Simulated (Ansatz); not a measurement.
NbAs in space group I4_1md (No. 109; Nb on 4a, As on 4a), PBE (plane waves, PAW; program Ansatz), all energies at zero smearing, with the estimated change up to a 700 eV cutoff added, with one set of potentials and settings (totals compare only within such a set). Cell of 4 atoms (2 Nb, 2 As): -18819.688 eV.

| element | reference phase | E (eV/atom) |
|---|---|---|
| Nb | Im-3m, 1 atoms in the cell | -4552.3152 |
| As | R-3m, 2 atoms in the cell | -4856.1443 |

Formation energy per atom, worked out: (-18819.688 − 2×(-4552.3152) − 2×(-4856.1443))/4 = -0.692 eV/atom (-67 kJ per mol of atoms), at 0 K, without zero-point energy or fitted corrections.

The cell was relaxed with PBE under the symmetry of its start. The run is not spin-polarised. The references are the lowest solids computed at this level, not always the standard phases.

Potentials: the earlier of the program's two PAW sets.
